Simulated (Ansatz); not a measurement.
AlPd3N (anti-perovskite, space group No. 221), DFT-r²SCAN in the program Ansatz with PAW potentials, all energies at zero smearing, with the estimated change up to a 700 eV cutoff added, with one set of potentials and settings (totals compare only within such a set). Cell of 5 atoms (1 Al, 3 Pd, 1 N): -21882.458 eV.

```tsv
element	reference phase	E (eV/atom)
Al	Fm-3m, 1 atoms in the cell	-540.4083
Pd	Fm-3m, 1 atoms in the cell	-6985.7456
N	Pa-3, 8 atoms in the cell	-384.8315
```

Formation energy per atom, worked out: (-21882.458 − 1×(-540.4083) − 3×(-6985.7456) − 1×(-384.8315))/5 = 0.004 eV/atom (0 kJ per mol of atoms), at 0 K, without zero-point energy or fitted corrections.

Space group Pm-3m (anti-perovskite). The start of the workflow was typed in or built on a structure type; neither database checked (COD, Materials Project) lists it. Its standing as an ambient phase is unchecked. Symmetry was held in the r²SCAN relaxation; whether a distortion lowers the energy is not shown. The run is not spin-polarised. The volume moved by 16 % from the start of the relaxation. The references are the lowest solids computed at this level, not always the standard phases (solids in place of the gases).

Potentials: the later of the program's two PAW sets.
